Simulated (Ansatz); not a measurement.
A relaxation computed with Ansatz, from input to last step.

```yaml
crystal:
  lattice:
    - [0.0, 4.2281355909, 4.4178672359]
    - [2.4055429988, 0.0, 4.4178672359]
    - [2.4055429988, 4.2281355909, 0.0]
  atoms:
    - { symbol: Ga, position: [0.0821806854, 0.4178193146, 0.0821806854] }
    - { symbol: Ga, position: [0.4178193146, 0.0821806854, 0.4178193146] }
    - { symbol: Ga, position: [0.1678193146, 0.8321806854, 0.1678193146] }
    - { symbol: Ga, position: [0.8321806854, 0.1678193146, 0.8321806854] }
    - { symbol: Os, position: [0.75, 0.75, 0.75] }
    - { symbol: Os, position: [0.5, 0.5, 0.5] }
basis:
  ecutwfc: 500
kpoints:
  mp_grid: { grid: [8, 8, 8] }
hamiltonian:
  xc: r2scan
scf:
  occupations: { method: gaussian, width: 0.02 }
output:
  forces: true
  stress: true
  eigenvalues: true
relax:
  adjacent_minimum: "off"
  f_tol: 0.01
  max_steps: 30
  cell: { stress_tol: 0.1, fix: [volume] }
```

```bash
ansatz run input.yaml --threads 1 --pin off --max-ram 2560MiB --backend cpu --events-out ev --progress --plain --runs-dir out
```

The calculation used DFT r2SCAN, scalar-relativistic, plane waves, PAW in Ansatz.

The volume is held at 1.06 times that of the relaxed cell.

Of 5 frames 4 are shown, positions in Å and forces in eV/Å; the SCF threshold varies from step to step. Steps run on the plane waves of an earlier cell, with a Pulay correction in the pressure. The basis is chosen afresh for the last frame, the zero of the energies, and at times for earlier ones too; energy and pressure can step there, also at an unchanged geometry. Where two frames share a geometry here, they differ by under 2 meV/atom and 0.3 GPa.

```xyz
6
Lattice="0.0000 4.2281 4.4179 2.4055 0.0000 4.4179 2.4055 4.2281 0.0000" Properties=species:S:1:pos:R:3:forces:R:3 pbc="T T T" step=1 free_energy_over_end_meV_per_atom=0.45 pressure_GPa=-10.23
Ga    1.2028    0.6949    2.2089    0.0000   -0.0350    0.0000
Ga    1.2028    3.5332    2.2089    0.0000    0.0350    0.0000
Ga    2.4055    1.4191    4.4179    0.0000    0.0350    0.0000
Ga    2.4055    7.0371    4.4179    0.0000   -0.0350    0.0000
Os    3.6083    6.3422    6.6268    0.0000    0.0000    0.0000
Os    2.4055    4.2281    4.4179    0.0000    0.0000    0.0000
6
Lattice="0.0000 4.2487 4.4015 2.4028 0.0000 4.4015 2.4028 4.2487 0.0000" Properties=species:S:1:pos:R:3:forces:R:3 pbc="T T T" step=2 free_energy_over_end_meV_per_atom=0.04 pressure_GPa=-9.93
Ga    1.2014    0.6944    2.2007    0.0000    0.0034    0.0000
Ga    1.2014    3.5543    2.2007    0.0000   -0.0034    0.0000
Ga    2.4028    1.4300    4.4015    0.0000   -0.0034    0.0000
Ga    2.4028    7.0673    4.4015    0.0000    0.0034    0.0000
Os    3.6043    6.3730    6.6022    0.0000    0.0000    0.0000
Os    2.4028    4.2487    4.4015    0.0000    0.0000    0.0000
6
Lattice="0.0000 4.2478 4.3929 2.4080 0.0000 4.3929 2.4080 4.2478 0.0000" Properties=species:S:1:pos:R:3:forces:R:3 pbc="T T T" step=3 free_energy_over_end_meV_per_atom=0.00 pressure_GPa=-9.86
Ga    1.2040    0.6930    2.1964    0.0000    0.0005    0.0000
Ga    1.2040    3.5548    2.1964    0.0000   -0.0005    0.0000
Ga    2.4080    1.4309    4.3929    0.0000   -0.0005    0.0000
Ga    2.4080    7.0647    4.3929    0.0000    0.0005    0.0000
Os    3.6120    6.3717    6.5893    0.0000    0.0000    0.0000
Os    2.4080    4.2478    4.3929    0.0000    0.0000    0.0000
6
Lattice="0.0000 4.2488 4.3946 2.4065 0.0000 4.3946 2.4065 4.2488 0.0000" Properties=species:S:1:pos:R:3:forces:R:3 pbc="T T T" step=5 free_energy_over_end_meV_per_atom=0.00 pressure_GPa=-9.88
Ga    1.2033    0.6939    2.1973    0.0000   -0.0014    0.0000
Ga    1.2033    3.5548    2.1973    0.0000    0.0014    0.0000
Ga    2.4065    1.4304    4.3946    0.0000    0.0014    0.0000
Ga    2.4065    7.0671    4.3946    0.0000   -0.0014    0.0000
Os    3.6098    6.3732    6.5919    0.0000    0.0000    0.0000
Os    2.4065    4.2488    4.3946    0.0000    0.0000    0.0000
```

Time: 72 s on 1 thread of AMD EPYC 9R45 96-Core Processor (Zen 5) (shared host), peak memory 0.96 GiB.

Spin–orbit coupling is left out, which can shift energies with elements as heavy as these.